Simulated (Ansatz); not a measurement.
ZrGeO in space group P4/nmm (No. 129; Zr on 2c, Ge on 2a, O on 2c) at seven volumes, DFT-r²SCAN in the program Ansatz with PAW potentials, shape and atoms relaxed at each. One row is withheld.

```
V (Å³/atom)  P (GPa)
-----------  -------
12.789         18.76
13.211             ?
13.633          5.19
14.054          0.00
14.476         -4.32
14.898         -7.88
15.319        -10.77
```

**Question.** Fit the shown pressures and predict the withheld one.

**Answer.** Third-order Birch–Murnaghan: P = (3/2)B₀(x^(7/2) − x^(5/2))[1 + (3/4)(B′ − 4)(x − 1)] with x = (V₀/V)^(2/3). Least squares on the six rows gives V₀ = 14.054 Å³/atom, B₀ = 156.3 GPa, B′ = 5.11. At V = 13.211, x = 1.0421 and P = 11.33 GPa. The run itself gave 11.39 GPa.

The start of the workflow was typed in or built on a structure type; neither database checked (COD, Materials Project) lists it. Whether it is the stable phase at ambient conditions was not checked. The r²SCAN relaxation kept the symmetry of its start; whether a distortion lowers the energy is not shown. No spin polarisation was allowed.

Potentials: the earlier of the program's two PAW sets. The files were generated under PBE; for other functionals the program regenerates the frozen cores, and for LDA and PBEsol the local potential too.
